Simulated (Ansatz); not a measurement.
The relaxed structure here is a generated cell of Hf: the first start was made by placing the elements on the sites of a structure type, and the end was not matched to a known phase here, so it may be hypothetical. Known forms of Hf include space group No. 194.

One starting cell of Hf (a generated cell, Hf placed in the simple-cubic structure type) was relaxed twice with Ansatz (plane waves, PAW, scalar-relativistic): with r2SCAN at 500 eV and with PBE at 420 eV. The r2SCAN result:

```xyz
1
Lattice="2.8944 0.0000 0.0000 0.0000 2.8944 0.0000 0.0000 0.0000 2.8944" Properties=species:S:1:pos:R:3 pbc="T T T"
Hf     0.0000     0.0000     0.0000
```

```json
[
 {"quantity": "space group", "r2SCAN": "Pm-3m", "PBE": "Pm-3m"},
 {"quantity": "volume (Å³/atom)", "r2SCAN": "24.25", "PBE": "…"},
 {"quantity": "a (Å)", "r2SCAN": "2.894", "PBE": "…"},
 {"quantity": "gap (eV, no spin-orbit coupling)", "r2SCAN": "0.00", "PBE": "…"}
]
```

Fill in the PBE column.


- volume (Å³/atom), PBE: 24.78
- a (Å), PBE: 2.915
- gap (eV, no spin-orbit coupling), PBE: 0.00

Both levels end in the same structure; PBE's volume is 2.2 % larger. Neither column is exact.

No spin polarisation in the result.

The run could not lose the symmetry of its start, so the end can be a saddle point.

Ansatz is a quantum-chemistry and plane-wave program.
